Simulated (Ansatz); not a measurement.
# Computed properties of Na$_{3}$Cd

Na₃Cd in space group Fm-3m (No. 225; Na on 8c, Na on 4b, Cd on 4a), a = b = c = 7.7670 Å, α = β = γ = 90.00°; the cell used has 4 atoms.

Space group Fm-3m (No. 225); conventional cell a = 7.767 Å, b = 7.767 Å, c = 7.767 Å, α = 90.00°, β = 90.00°, γ = 90.00°.

Method: DFT-r²SCAN in the program Ansatz with PAW potentials. The cell and atoms are relaxed at this level. Other levels are named where they apply.

### Cell and energy

| Quantity | Value |
|---|---|
| Volume per atom | 29.28 Å³ |
| Density | 2.57 g/cm³ |
| Formation energy from the elements (no fitted shifts) | -0.027 eV/atom |

### Electronic structure

| Property | Value |
|---|---|
| Electronic character | metallic (no gap) |
| Density of states at the Fermi level | 0.44 states/eV per atom (mean over ±0.08 eV) |

The workflow started from a Materials Project entry (that database holds measured and hypothetical structures alike); the Crystallography Open Database copy checked does not list it. With Na and Cd taken as one species the cell has the higher symmetry Im-3m, so it may be an ordered model of a mixed-site phase. Its standing as an ambient phase is unchecked. The r²SCAN relaxation kept the symmetry of its start; its stability against distortions is not shown here. The references are the lowest solids computed at this level, not always the standard phases. Spin–orbit coupling is left out wherever it is not named.

Potentials: the later of the program's two PAW sets.
